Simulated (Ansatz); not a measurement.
Ansatz (a first-principles code) input:

Ansatz 0.2 input:
```yaml
crystal:
  lattice:
    - [6.460067073, 3.763954996, 0.0]
    - [-6.460067073, 3.763954996, 0.0]
    - [-3.1604974222, 0.0, 5.6997485758]
  atoms:
    - { symbol: Ag, position: [0.2932394361, 0.7067605639, 0.0341170646] }
    - { symbol: Ag, position: [0.5899087936, 0.4100912064, 0.8008354447] }
    - { symbol: Ag, position: [0.9978786094, 0.0021213906, 0.0034462341] }
    - { symbol: P, position: [0.8101647552, 0.1898352448, 0.037506388] }
    - { symbol: P, position: [0.4889907096, 0.5110092904, 0.044290597] }
    - { symbol: P, position: [0.0840516479, 0.9159483521, 0.7351410361] }
    - { symbol: P, position: [0.775484697, 0.7326408095, 0.5330508115] }
    - { symbol: P, position: [0.2673591905, 0.224515303, 0.5330508115] }
    - { symbol: P, position: [0.9131992781, 0.3868937657, 0.5081812419] }
    - { symbol: P, position: [0.6131062343, 0.0868007219, 0.5081812419] }
    - { symbol: P, position: [0.0566269749, 0.3923753566, 0.2697210092] }
    - { symbol: P, position: [0.6076246434, 0.9433730251, 0.2697210092] }
    - { symbol: P, position: [0.810152111, 0.6517770809, 0.2615835551] }
    - { symbol: P, position: [0.3482229191, 0.189847889, 0.2615835551] }
kpoints:
  mp_grid: { grid: [3, 3, 3] }
hamiltonian:
  xc: hse06
  pseudopotentials: { kind: paw }
scf:
  n_extra_bands: 14
  occupations: { method: fixed }
output:
  eigenvalues: true
  eigenstates:
    e_range: [-9.0, 9.0]
    kpoints:
      - [0.0, 0.0, 0.0]  # VBM
      - [-0.015625, 0.348958, 0.375]  # CBM
```

Output (shortened):

```
Pseudopotentials: kind: paw
Pseudopotential: Ag, paw, valence charge 19
Pseudopotential: P, paw, valence charge 5
Functional definition: HSE06
davidson cushion auto → on  (no smearing: the cushion is to keep the highest requested band from converging to the state above it …
Crystal: 14 atoms, lattice volume = 277.183 Å³
Basis set: ecut = 420 eV, 5445 PW (Γ)
Bands: 70, of which v1, the nominal top of the filled ones, is band 56 counted from 1 (55 counted from 0)
Symmetry: 2 space group operations
Space group: Cm (ITA 8), of the structure as read, at distance tolerance 6.5e-5 Å
k-points: 10 of 27 (time reversal used)
PAW frozen core: Ag, regenerated for the run's functional, and the local potential with it
PAW frozen core: P, regenerated for the run's functional, and the local potential with it
Initial wavefunctions: pseudopotential atomic-orbital guess
Eigensolver: davidson
Functional: x = pbe(κ = 0.804, μ = 0.2195149727645171), c = pbe(β = 0.06672455060314922), warm-up for x = pbe(κ = 0.804, μ = 0.2195149727645171) + 0.25 (exact …
SCF iter   1: F=—  HF=-31084.704105 eV  |F-HF|=—  |Δ(HF+E_count)|=         —  Δρ=3.01e-3  dr2=2.91e-2  ethr=1.77e-3  ⟨swp⟩=8.8  Hψ=3375  notcnv=0
preconditioner: auto → none
SCF iter   2: F=—  HF=-31084.700892 eV  |F-HF|=—  |Δ(HF+E_count)|=   3.21e-3  Δρ=1.32e-3  dr2=7.11e-3  ethr=2.60e-5  ⟨swp⟩=4.0  Hψ=2143  notcnv=0
SCF iter   3: F=—  HF=-31084.700441 eV  |F-HF|=—  |Δ(HF+E_count)|=   4.50e-4  Δρ=8.48e-4  dr2=2.77e-3  ethr=6.35e-6  ⟨swp⟩=3.8  Hψ=1946  notcnv=0
SCF iter   4: F=—  HF=-31084.700202 eV  |F-HF|=—  |Δ(HF+E_count)|=   2.40e-4  Δρ=3.81e-4  dr2=3.61e-4  ethr=2.48e-6  ⟨swp⟩=3.0  Hψ=1738  notcnv=0
SCF iter   5: F=-31084.700242 eV  HF=-31084.700236 eV  |F-HF|=6.79e-6  |Δ(HF+E_count)|=   3.41e-5  Δρ=1.57e-4  dr2=5.05e-5  ethr=3.22e-7  ⟨swp⟩=3.3  Hψ=1935  notcnv=0
SCF 1 stopped early in 5 iterations: F = -31084.700242 eV  dr2 = 5.05e-5
Crystal: 14 atoms, lattice volume = 277.183 Å³
Initial density: handed on by an earlier stage of this run
Initial wavefunctions: those handed on with the density
Functional: x = pbe(κ = 0.804, μ = 0.2195149727645171) + 0.25 (exact − pbe) at short range (hse, ω = 0.20786987370883472 Å⁻¹), c = pbe(β = 0.06672455060314922); HSE06 as pw.x's `hse` composes it (authors' and Libxc's form: `xc: wpbeh`)
Exchange kernel: α = 0.2500, screened, ω = 0.2079 Å⁻¹, Wigner–Seitz truncation, v(0) = 1045.7062 eV·Å³, q-mesh 3×3×3, nearest image of the exchange supercell L …
Frozen-core exchange: fock
SCF iter   1: F=—  HF=-31099.723329 eV  |F-HF|=—  |Δ(HF+E_count)|=         —  Δρ=8.84e-3  dr2=3.59e-1  ethr=4.51e-7  ⟨swp⟩=7.9  Hψ=4029  notcnv=0
preconditioner: auto → none
SCF iter   2: F=—  HF=-31099.669963 eV  |F-HF|=—  |Δ(HF+E_count)|=   5.34e-2  Δρ=6.69e-3  dr2=1.88e-1  ethr=4.51e-7  ⟨swp⟩=6.2  Hψ=3586  notcnv=0
SCF iter   3: F=—  HF=-31099.627275 eV  |F-HF|=—  |Δ(HF+E_count)|=   4.27e-2  Δρ=1.47e-3  dr2=7.95e-3  ethr=4.51e-7  ⟨swp⟩=5.0  Hψ=3103  notcnv=0
SCF iter   4: F=—  HF=-31099.667991 eV  |F-HF|=—  |Δ(HF+E_count)|=   4.07e-2  Δρ=1.18e-3  dr2=3.62e-3  ethr=4.51e-7  ⟨swp⟩=4.9  Hψ=2819  notcnv=0
SCF iter   5: F=—  HF=-31099.666978 eV  |F-HF|=—  |Δ(HF+E_count)|=   1.01e-3  Δρ=2.08e-4  dr2=2.90e-4  ethr=4.51e-7  ⟨swp⟩=4.0  Hψ=2335  notcnv=0
SCF iter   6: F=—  HF=-31099.668152 eV  |F-HF|=—  |Δ(HF+E_count)|=   1.17e-3  Δρ=2.37e-4  dr2=1.75e-4  ethr=1.39e-7  ⟨swp⟩=4.2  Hψ=2248  notcnv=0
iter 7 solved again at ethr=6.86e-9 eV; its pass at ethr=1.39e-7 eV (dr2=7.68e-6 eV) is discarded
SCF iter   7: F=-31099.668096 eV  HF=-31099.668103 eV  |F-HF|=6.24e-6  |Δ(HF+E_count)|=   4.96e-5  Δρ=4.72e-5  dr2=1.32e-5  ethr=6.86e-9  ⟨swp⟩=2.3  Hψ=3317  notcnv=0
SCF 2 stopped early in 7 iterations: F = -31099.668096 eV  dr2 = 1.32e-5
hybrid outer 1: dexx = +4.967e-2 eV, tail = 8.01e-5 eV
Crystal: 14 atoms, lattice volume = 277.183 Å³
Exchange kernel: α = 0.2500, screened, ω = 0.2079 Å⁻¹, Wigner–Seitz truncation, v(0) = 1045.7062 eV·Å³, q-mesh 3×3×3, nearest image of the exchange supercell L …
Frozen-core exchange: fock
SCF iter   1: F=—  HF=-31099.668324 eV  |F-HF|=—  |Δ(HF+E_count)|=         —  Δρ=5.80e-5  dr2=1.01e-5  ethr=3.58e-7  ⟨swp⟩=3.5  Hψ=1700  notcnv=0
preconditioner: auto → none
iter 2 solved again at ethr=1.69e-10 eV; its pass at ethr=8.30e-9 eV (dr2=1.89e-7 eV) is discarded
SCF iter   2: F=—  HF=-31099.668321 eV  |F-HF|=—  |Δ(HF+E_count)|=   2.32e-6  Δρ=1.29e-5  dr2=4.15e-7  ethr=1.69e-10  ⟨swp⟩=3.0  Hψ=3590  notcnv=0
SCF iter   3: F=—  HF=-31099.668323 eV  |F-HF|=—  |Δ(HF+E_count)|=   1.96e-6  Δρ=1.06e-5  dr2=3.61e-7  ethr=1.68e-10  ⟨swp⟩=5.8  Hψ=2440  notcnv=0  defer=1
SCF iter   4: F=-31099.668323 eV  HF=-31099.668323 eV  |F-HF|=3.12e-8  |Δ(HF+E_count)|=   8.60e-8  Δρ=2.45e-6  dr2=4.17e-8  ethr=1.68e-10  ⟨swp⟩=3.1  Hψ=2045  notcnv=0
SCF 3 converged in 4 iterations: F = -31099.668323 eV  dr2 = 4.17e-8
hybrid outer 2: dexx = +2.697e-6 eV, tail = 1.25e-7 eV, Δε = 3.03e-3 eV (about 1.28e-4 eV left of the loop's levels)
NSCF: frozen V_eff on 2 k-points
hybrid SCF converged: 2 outer / 11 inner (+5 warm-up), last move |dexx| = 2.70e-6 eV, tail = 1.25e-7 eV
Stability not checked (fock_operator)
Free energy (F): -31099.668324 eV
Frozen-core exchange: fock
Harris-Foulkes:  -31099.668324 eV  (|F-HF|=3.12e-8)
Internal energy: -31099.668324 eV  (E = F + TS)
E sigma→0 (E₀):  -31099.668324 eV
Fermi energy:    8.264334 eV
--- Per-component energies (eV) ---
  E_band       = -1301.214972
  E_kinetic    = 2362.463573
  E_local      = -12000.192866  (includes V_loc(G=0)·N_el)
  E_nonlocal   = 608.589679
  E_hartree    = 5319.584655
  E_xc         = -995.826004
  E_vxc        = -1102.909147  (∫ρ·V_xc dr)
  E_exx        = -328.764398  (= α·E_x^exact, valence–valence)
  E_paw        = -17892.368772  (= ΣΔE_a)
  E_vpaw       = -1150.812671  (= ΣTr[D̂ρ^β])
  E_aug_tail   = 0.000982  (compensation charges beyond the density's cutoff)
  E_ewald      = -8170.586463
  E_core_change = -2.568710  (= ΣΔE_core)
  E_smearing   =  0.000000  (= −TS)
  E_closure    = 0.000000  (closes the sum)
  Σ components = -31099.668324   (vs F -31099.668324, Δ=7.28e-12)
  [band-id]    e_kinetic+e_local+e_nonlocal+2·e_hartree+e_vxc+2·e_exx+e_vpaw+e_augmentation_tail = -1301.219936   (vs E_band -1301.214972, Δ=-4.96e-3)
--- Band table (eV; the first three rows and the last of 10) ---
  k-point 0: bands = ["-88.6326", "-88.5398", "-88.4728", "-50.8000", "-50.7907", "-50.7589", "-50.7358", "-50.7208", "-50.6606", "-50.6495", "-50.6406", "-50.5932", "-8.7229", "-6.6562", "-6.2969", "-6.0982", "-6.0737", "-4.9560", "-2.9740", "-2.4260", "-2.3362", "-0.9053", "-0.7047", "0.9457", "1.2720", "1.5558", "1.6458", "1.8377", "1.8735", "2.0484", "2.0630", "2.1234", "2.1954", "2.3138", "2.3771", "2.4471", "2.5306", "2.7629", "2.8237", "2.8601", "2.9385", "3.1516", "3.3107", "3.4016", "3.9838", "4.3379", "4.5381", "5.0082", "6.0007", "6.1974", "6.6288", "6.9321", "7.0319", "7.4506", "7.7157", "8.2643", "10.0970", "10.1154", "10.2354", "10.4692", "10.5164", "10.8579", "10.9344", "11.4836", "11.5644", "11.7724", "11.9231", "12.6112", "12.8376", "12.8930"]
  k-point 1: bands = ["-88.6326", "-88.5398", "-88.4728", "-50.8000", "-50.7907", "-50.7588", "-50.7358", "-50.7208", "-50.6606", "-50.6495", "-50.6406", "-50.5932", "-8.6188", "-6.6566", "-6.3423", "-6.1271", "-6.0683", "-5.3133", "-2.9426", "-2.4316", "-2.3033", "-0.9484", "-0.5086", "1.1003", "1.3995", "1.4961", "1.9078", "1.9131", "1.9383", "1.9618", "2.0478", "2.2011", "2.2778", "2.4018", "2.5265", "2.6152", "2.7412", "2.8446", "2.9279", "3.0633", "3.2071", "3.2112", "3.3389", "3.5024", "4.0098", "4.3511", "4.7544", "4.7739", "5.3147", "5.6907", "5.8372", "6.0191", "6.5762", "6.9286", "7.3278", "7.5934", "10.1357", "10.2954", "10.3438", "10.6108", "10.6858", "10.8141", "11.2118", "11.5672", "12.0348", "12.5576", "12.6593", "12.7913", "13.1051", "13.3889"]
  k-point 2: bands = ["-88.6326", "-88.5398", "-88.4728", "-50.8000", "-50.7907", "-50.7588", "-50.7358", "-50.7208", "-50.6606", "-50.6495", "-50.6406", "-50.5932", "-8.5023", "-7.4293", "-6.3512", "-6.1824", "-5.2033", "-4.8085", "-3.4953", "-2.6739", "-1.6424", "-1.2893", "-0.7036", "0.7414", "1.2723", "1.4391", "1.5527", "1.7406", "1.8754", "2.0874", "2.2174", "2.2726", "2.3975", "2.4878", "2.5734", "2.6810", "2.8046", "2.8312", "2.9089", "2.9839", "3.1624", "3.3647", "3.4615", "3.6454", "4.0244", "4.1383", "4.4405", "4.8421", "5.3733", "5.6445", "5.8836", "6.2546", "6.7054", "6.9698", "7.2497", "7.6908", "10.3115", "10.3708", "10.6008", "10.7922", "10.9243", "11.4929", "11.6099", "11.8038", "12.0054", "12.2717", "12.6241", "12.7625", "12.9720", "13.2646"]
  k-point 9: bands = ["-88.6326", "-88.5398", "-88.4728", "-50.8000", "-50.7907", "-50.7588", "-50.7358", "-50.7208", "-50.6606", "-50.6495", "-50.6406", "-50.5932", "-8.3534", "-7.3613", "-7.1318", "-5.6652", "-4.9746", "-4.9386", "-3.1662", "-2.9717", "-1.7296", "-1.5872", "-0.4621", "0.7758", "1.4275", "1.5565", "1.6602", "1.7946", "1.9899", "2.0622", "2.0763", "2.2066", "2.2350", "2.3375", "2.3923", "2.5047", "2.7065", "2.7195", "2.8270", "2.9064", "2.9267", "3.1810", "3.1876", "3.3883", "4.5522", "4.7059", "4.8151", "4.8522", "5.9958", "6.0335", "6.3590", "6.6352", "6.8418", "7.0371", "7.6346", "7.6402", "9.7253", "10.0384", "10.2714", "10.4444", "10.8396", "10.9752", "11.2956", "11.3034", "12.0270", "12.0680", "12.2338", "12.3638", "12.6886", "12.7762"]
  band table: 70 of 70 bands, residual norms ≤ 1.0e-3 eV
```

Cost: roughly 6 core-minutes on shared cores.

The points marked VBM and CBM come from a semilocal run.

The workflow started from a Materials Project entry (that database holds measured and hypothetical structures alike); the Crystallography Open Database files this formula in space group No. 8, but the cells were not matched. Its standing as an ambient phase is unchecked. The PBEsol relaxation kept the symmetry of its start; whether a distortion lowers the energy is not shown. No spin polarisation was allowed. Spin–orbit coupling is left out wherever it is not named.

Potentials: the later of the program's two PAW sets.

Ansatz is a plane-wave DFT program.
